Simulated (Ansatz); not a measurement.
From the elastic tensor of AlRu at 35 GPa (stress–strain coefficients) to moduli and sound speeds

Computed with Ansatz 0.2.0, DFT LDA, scalar-relativistic, plane waves, PAW. Settings: 420 eV plane-wave cutoff, Γ-centred 14×14×14 mesh, Fermi-Dirac smearing of 0.15 eV. No spin polarisation.

The structure is cubic, space group Pm-3m (No. 221). The conventional cell has a = 2.842 Å, b = 2.842 Å, c = 2.842 Å, α = 90.00°, β = 90.00°, γ = 90.00°. Around Al (site symmetry m-3m) lie 8 Ru at 2.46 Å. Around Ru (site symmetry m-3m) lie 8 Al at 2.46 Å.

In a metal, frequencies and elastic constants depend on the k mesh and the smearing, soft modes and shear constants most. Other phases may be more stable at this pressure.

Relaxed-ion constants (GPa, on the Cartesian axes of the calculation):
C11 = 547.8, C12 = 285.5, C13 = 285.5, C22 = 547.8, C23 = 285.5, C33 = 547.8, C44 = 199.7, C55 = 199.7, C66 = 199.7 GPa; the others vanish.

Density 9.265 g/cm³; 2 atoms in 22.95 Å³.

The values that follow are for a polycrystal of randomly turned grains, by Hill's mean where one number stands.

With S = C⁻¹: B_V = (C11+C22+C33+2(C12+C13+C23))/9, G_V = (C11+C22+C33−C12−C13−C23+3(C44+C55+C66))/15, 1/B_R = S11+S22+S33+2(S12+S13+S23), 15/G_R = 4(S11+S22+S33−S12−S13−S23)+3(S44+S55+S66); Hill is their mean. Then v_l = √((B+4G/3)/ρ), v_t = √(G/ρ), v_m = [(2/v_t³+1/v_l³)/3]^(−1/3) and Θ = (ħ/k_B)·v_m·(6π²n/V)^(1/3) for n atoms in the volume V; E = 9BG/(3B+G), ν = (3B−2G)/(2(3B+G)) and A^U = 5G_V/G_R + B_V/B_R − 6.

| Quantity | Value |
| --- | --- |
| Bulk modulus, Voigt / Reuss / Hill | 372.9 / 372.9 / 372.9 GPa |
| Shear modulus, Voigt / Reuss / Hill | 172.3 / 165.2 / 168.7 GPa |
| Young's modulus | 440 GPa |
| Poisson ratio | 0.303 |
| Pugh ratio B/G | 2.21 |
| Universal anisotropy index | 0.22 |
| Longitudinal and transverse sound speeds | 8033 and 4267 m/s |
| Debye temperature from the mean sound speed | 629 K |

Cost: 1 run of about 2.1 core-minutes, on Intel Xeon Processor @ 2.50GHz (Skylake/Cascade Lake) (shared hosts).